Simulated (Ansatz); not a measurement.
# Zn₂InO: phonons across the zone

The calculation used DFT PBE, scalar-relativistic, plane waves, PAW in Ansatz. Cutoff 420 eV, 14×14×8 k-points (Γ-centred), Fermi-Dirac smearing of 0.15 eV. No spin polarisation. Phonons by linear response, acoustic sum rule imposed.

Relaxed structure:
```
CELL_PARAMETERS angstrom
3.20724 0.00000 0.00000
0.00000 3.20724 0.00000
0.00000 0.00000 6.85191
ATOMIC_POSITIONS crystal
Zn 0.50000 0.00000 0.82373
Zn 0.00000 0.50000 0.17627
In 0.50000 0.50000 0.50000
O 0.00000 0.00000 0.00000
```

The structure comes from a generated guess, relaxed at this level; another structure or a mixture of phases may lie lower. In a metal, frequencies and elastic constants depend on the k mesh and the smearing, soft modes and shear constants most. Some empty bands missed the eigensolver's threshold. The q mesh is coarse, so values between its points are rough.

Force constants from linear response on a 2×2×1 q mesh.

Path: Γ–X–M–Γ–Z–R–A–Z | X–R | M–A. Only the points of the 2×2×1 mesh were computed; the rest is interpolation, which is rough on so few points. At q = (-0.500, -0.500, 0.000) a computed mode is imaginary, 20i cm⁻¹, so the cell is unstable at this level. Distance along the path (Å⁻¹), then the branches (cm⁻¹, negative for imaginary):
```
0.000  0 0 0 68 68 99 99 181 220 365 365 397
0.245  -14 16 47 68 86 98 105 180 217 364 376 401
0.490  31 34 69 72 95 101 129 178 214 363 401 410
0.735  42 63 70 79 91 108 140 178 219 362 420 425
0.980  46 70 72 89 93 100 143 177 224 362 424 435
1.224  50 64 87 94 95 108 145 175 221 373 424 435
1.469  36 74 89 102 114 122 155 170 218 400 425 435
1.714  6 87 91 108 119 132 163 164 221 425 426 435
1.959  -20 93 93 110 121 135 163 163 224 426 435 435
2.305  21 78 92 106 116 132 162 167 217 424 425 426
2.652  35 54 82 96 102 120 146 173 208 400 401 418
2.998  -20 42 54 82 91 97 111 178 214 376 376 404
3.344  0 0 0 68 68 99 99 181 220 365 365 397
3.459  9 9 30 67 67 99 99 175 222 365 365 397
3.574  16 16 60 66 66 99 99 159 228 365 365 397
3.688  22 22 65 65 88 99 99 139 232 365 365 397
3.803  24 24 65 65 99 99 110 120 234 365 365 397
4.048  28 47 65 69 98 99 116 130 230 364 376 401
4.293  36 53 66 77 95 114 122 157 223 363 401 410
4.537  40 43 69 89 91 124 133 171 222 362 420 425
4.782  33 46 70 89 94 126 140 172 225 362 424 435
5.027  30 61 86 88 95 130 143 170 223 373 424 435
5.272  44 73 85 90 112 136 155 166 219 400 425 435
5.517  56 71 91 92 119 142 164 164 221 424 426 435
5.762  58 76 92 92 121 144 164 164 224 426 435 435
6.108  58 66 87 93 116 141 162 166 218 424 425 426
6.455  53 60 82 82 101 131 151 154 214 400 400 417
6.801  44 52 68 70 95 111 122 132 226 375 375 404
7.147  24 24 65 65 99 99 110 120 234 365 365 397
7.205  46 69 70 89 93 102 142 177 224 362 424 435
7.319  46 58 70 89 93 111 142 176 224 362 424 435
7.434  44 46 70 89 94 120 141 174 225 362 424 435
7.548  34 46 70 89 94 126 140 172 225 362 424 435
7.606  -20 93 93 110 121 135 163 163 224 426 435 435
7.720  -10 93 93 106 121 137 163 163 224 426 435 435
7.835  29 92 92 96 121 140 163 163 224 426 435 435
7.949  47 84 92 92 121 143 164 164 224 426 435 435
8.064  58 76 92 92 121 144 164 164 224 426 435 435
```
